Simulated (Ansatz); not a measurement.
Relaxed candidate structures of ZnAu:

**A**
```xyz
8
Lattice="4.6494 0.0000 0.0000 -2.3247 4.0265 0.0000 0.0000 0.0000 7.5892" Properties=species:S:1:pos:R:3 pbc="T T T"
Au     0.0000     0.0000     3.7946
Au     0.0000     2.6843     0.0000
Au     2.3247     1.3422     0.0000
Au     0.0000     0.0000     0.0000
Zn     0.0000     2.6843     2.5601
Zn     2.3247     1.3422     2.5601
Zn     2.3247     1.3422     5.0291
Zn     0.0000     2.6843     5.0291
```

**B**
```xyz
4
Lattice="3.4046 0.0000 0.0000 0.0000 3.4046 0.0000 0.0000 0.0000 5.4390" Properties=species:S:1:pos:R:3 pbc="T T T"
Zn     0.0000     1.7023     4.6861
Au     0.0000     1.7023     1.8785
Au     1.7023     0.0000     3.5605
Zn     1.7023     0.0000     0.7529
```

**C**
```
ZnAu
1.0
    0.00000     2.59170     2.59170
    2.59170     0.00000     2.59170
    2.59170     2.59170     0.00000
Au Zn
1 1
Direct
  0.50000   0.50000   0.50000
  0.00000   0.00000   0.00000
```

**D**
```xyz
8
Lattice="5.0296 0.0000 0.0000 0.0000 4.4737 0.0000 0.0000 0.0000 5.4516" Properties=species:S:1:pos:R:3 pbc="T T T"
Zn     0.4274     1.1184     4.7665
Zn     4.6022     3.3553     0.6851
Zn     2.0874     3.3553     2.0407
Zn     2.9421     1.1184     3.4109
Au     0.5964     1.1184     2.0416
Au     4.4331     3.3553     3.4100
Au     1.9184     3.3553     4.7674
Au     3.1112     1.1184     0.6842
```

Put the candidates in order of energy per atom, lowest first, for PBEsol (plane waves to 420 eV, PAW, scalar-relativistic; Ansatz, a quantum-chemistry and plane-wave program).

D (reference), B (+0.04 eV/atom), C (+0.20 eV/atom), A (+0.35 eV/atom)

The lowest structure calculated, I4₁/amd, tI8, is not among these; it lies 0.01 eV/atom below the lowest of them. Each run could gain symmetry but not lose that of its start, so entries can be saddle points. All of these are generated cells (placed on structure types, drawn at random, substituted or restacked) that were not matched to a known phase here. Static energies at zero pressure. The runs use different k-meshes, so differences are rounded accordingly. No spin polarisation in the result.
